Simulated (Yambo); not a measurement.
G0W0@PBEsol for BeS (zinc blende, space group F-43m, No. 216) in Yambo. Reference settings: 6×6×6 Γ-centred k mesh, bands 2 to 62 and a 10 Ry block in the screening, 62 bands in G with the Bruneval-Gonze terminator, plasmon pole fitted at 27.2 eV. The PBEsol gap Γ → X on this mesh is 2.92 eV; G0W0 gaps are taken between the same points.

The settings were changed. The gap went from 4.56 eV to 4.51 eV, and the shift of the valence edge from -1.19 eV to -1.08 eV.

Q: Which change was made?
(A) 12 bands in W, 12 bands in G, 2 Ry block
(B) 12 bands in W, 12 bands in G, 4 Ry block
(C) no terminator
(D) 4×4×4 mesh

A: C, no terminator. The others gave (gap, valence shift): 4×4×4 mesh: 4.54, -1.16 eV; 12 bands in W, 12 bands in G, 2 Ry block: 4.50, -0.48 eV; 12 bands in W, 12 bands in G, 4 Ry block: 4.58, -0.55 eV.

Geometry relaxed with PBEsol; primitive cell a = b = c = 3.422 Å, α = β = γ = 60.00°.

A shift is the quasiparticle energy of the state minus its PBEsol energy.
